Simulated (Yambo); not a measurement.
Absorption of SiO$_{2}$ (α-quartz, space group P3_221, No. 154) with and without the electron-hole interaction (Yambo, LDA bands; 6×6×6 mesh, 12 valence and 5 conduction bands, static screening with 66 bands and a 3 Ry block, scissor 3.14 eV, Tamm-Dancoff; field along x). Axes are Cartesian, with cell vectors (Å) (4.92, 0.00, 0.00), (-2.46, 4.26, 0.00), (0.00, 0.00, 5.43).

```csv
E (eV),"Im ε, BSE","Im ε, independent quasiparticles"
7.20,0.05,0.01
7.30,0.05,0.01
7.40,0.06,0.02
7.50,0.07,0.02
7.60,0.07,0.02
7.70,0.08,0.02
7.80,0.09,0.02
7.90,0.11,0.02
8.00,0.13,0.02
8.10,0.16,0.02
8.20,0.18,0.02
8.30,0.19,0.02
8.40,0.22,0.02
8.50,0.27,0.03
8.60,0.32,0.03
8.70,0.39,0.03
8.80,0.51,0.03
8.90,0.71,0.03
9.00,1.07,0.03
9.10,1.69,0.04
9.20,2.65,0.04
9.30,4.27,0.04
9.40,5.41,0.05
9.50,4.22,0.05
9.60,2.61,0.06
9.70,1.84,0.07
9.80,1.63,0.08
9.90,1.87,0.09
10.00,2.20,0.10
10.10,2.02,0.13
10.20,2.09,0.16
10.30,2.40,0.21
10.40,2.75,0.26
10.50,2.87,0.29
10.60,2.95,0.34
10.70,2.73,0.45
10.80,2.21,0.58
10.90,1.88,0.68
11.00,1.67,0.81
11.10,1.57,0.89
11.20,1.47,0.79
11.30,1.38,0.77
11.40,1.27,0.90
11.50,1.17,1.05
11.60,1.22,1.20
11.70,1.14,1.30
11.80,1.15,1.28
11.90,1.02,1.33
12.00,0.99,1.56
12.10,0.90,1.89
12.20,0.86,2.12
12.30,0.89,2.24
12.40,0.88,2.45
12.50,0.98,2.53
12.60,1.01,2.63
12.70,1.17,2.88
12.80,1.22,3.14
12.90,1.32,3.29
13.00,1.27,3.28
13.10,1.23,3.27
13.20,1.13,3.30
13.30,1.00,3.16
```

The scissor comes from a G0W0 run whose convergence isn't established. Broadening 0.15 eV. The band window holds all transitions up to 13.3 eV. Fine structure above the onset can come from the mesh.

Geometry of the Materials Project entry, not relaxed at this level; primitive cell a = 4.917 Å, b = 4.917 Å, c = 5.432 Å, α = 90.00°, β = 90.00°, γ = 120.00°.
